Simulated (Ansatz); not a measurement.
**Pd (dhcp): energy against volume**

These are results of DFT, LDA (PW92), plane waves (420 eV) with PAW, scalar-relativistic in Ansatz, not measurements. (PAW data from PBE, frozen cores regenerated.)

The cell is scaled uniformly from the relaxed one, with fractional coordinates and shape fixed. Energies are extrapolated to zero smearing, pressures are those at the given smearing. Magnetic state: non-magnetic.

A Birch-Murnaghan fit gives V₀ = 14.17 Å³/atom, B₀ = 226 GPa, B₀′ = 5.3.

Problem. What are the energy above the minimum and the pressure at 13.044 Å³/atom?

Solution. 75.0 meV/atom and 23.49 GPa as computed.

Problem. What are the energy above the minimum and the pressure at 13.611 Å³/atom?

Solution. 16.8 meV/atom and 10.26 GPa as computed.

Problem. What are the energy above the minimum and the pressure at 14.745 Å³/atom?

Solution. 15.3 meV/atom and -7.99 GPa as computed.
